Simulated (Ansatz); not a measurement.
Starting cell, P (space group Cmce):

```
CELL_PARAMETERS angstrom
      1.65492    -5.64616     0.00000
      1.65492     5.64616     0.00000
      0.00000     0.00000     9.12693
ATOMIC_POSITIONS crystal
  P  0.40603 0.59397 0.45675
  P  0.40603 0.59397 0.95675
  P  0.59397 0.40603 0.04325
  P  0.59397 0.40603 0.54325
  P  0.09397 0.90603 0.20675
  P  0.09397 0.90603 0.70675
  P  0.90603 0.09397 0.29325
  P  0.90603 0.09397 0.79325
```

The atoms are displaced by Q × the pattern below (from a DFPT mode at Z = (0.0, 0.0, 0.5), largest move 1; Q in Å), at fixed cell. It is one choice among 2 degenerate patterns. (q is in reciprocal vectors of the primitive cell; the cell shown is doubled to hold the pattern.)

```tsv
atom	x	y	z
P1	0.000	-0.003	-0.720
P2	0.000	0.003	0.720
P3	0.000	-0.049	0.896
P4	0.000	0.049	-0.896
P5	0.000	-0.260	-0.966
P6	0.000	0.260	0.966
P7	0.000	0.255	0.804
P8	0.000	-0.255	-0.804
```

Method: PBE (plane waves to 420 eV, PAW, scalar-relativistic; Ansatz, a first-principles code). k mesh 10×10×4 (Γ-centred), Fermi-Dirac smearing 0.05 eV. E stands for the smeared free energy. P was relaxed with its symmetry unable to fall. The relaxed volume of P is well above the measured one; the method has no dispersion term. The zero of ΔE is the undisplaced structure.

**Question.** Estimate the ΔE (eV/cell) for Q (Å) = -0.090, -0.060, 0.030, 0.060, 0.120.

**Answer.** 
```csv
Q (Å),ΔE (eV/cell)
-0.090,0.560
-0.060,0.249
0.030,0.062
0.060,0.249
0.120,0.991
```

(A displaced cell: forces are minus the slopes of the energy, force constants its curvatures, and phonons follow from these.)
